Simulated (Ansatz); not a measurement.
**Does this entry for Li4ZnP2S8 lie near equilibrium?**

The cell is a Materials Project structure (computed, not necessarily an observed phase).

```xyz
30
Lattice="6.2522 0.0000 0.0000 -1.7977 10.1252 0.0000 -0.9370 -2.3097 10.0205" Properties=species:S:1:pos:R:3 pbc="T T T"
Li    0.5065    6.9632    8.3851
Li    4.2850    8.2669    3.1525
Li    2.9430    0.6192    8.8711
Li    0.2616    0.1730    0.0292
Li    0.1113    3.2693    7.7650
Li    0.2923    1.8622    3.9025
Li    3.6136    6.0109    6.3355
Li    1.0367    7.3538    1.3964
Zn    2.9266   -1.0241    5.0953
Zn    3.7124    4.4902    2.6165
P     0.5911    5.3783    4.5264
P    -0.1859   -0.3835    6.9602
P     3.3187    0.9301    1.9721
P     3.2443    4.2908    9.5951
S     4.1760    2.2776    3.2874
S    -1.1987    8.0227    0.8013
S     0.6090    0.9396    8.2498
S     1.3748    6.8419    5.8090
S     1.2465    4.7376    9.3497
S     4.1039    0.2350    6.6789
S    -1.4141    5.9246    4.1869
S     1.3584    1.3525    1.8062
S     1.8909    9.1604    2.8606
S     4.4894    4.7266    0.4210
S    -1.8256    7.8380    7.7141
S     0.8755    3.6207    5.4436
S     0.6753   -0.3205    5.0295
S     1.4809    5.3470    2.6685
S     4.1803    0.8350    0.1104
S     4.1219    4.1643    7.7726
```

Atoms are numbered from 1 in the order listed; like atoms form one site, named after its first atom.

Method: Kohn–Sham DFT in Ansatz, PBE, plane waves and PAW, scalar-relativistic, 420 eV cutoff, Γ-centred 5×3×3 k-points, Fermi–Dirac smearing 0.02 eV.

(1) Do the atoms and the cell lie near the calculated equilibrium?

## Answers

(1) Nearly. The largest force is 0.13 eV/Å, on atom 16 (S: 1 P at 2.07 Å, 3 Li at 2.41–2.49 Å), and the pressure is 0.1 GPa.
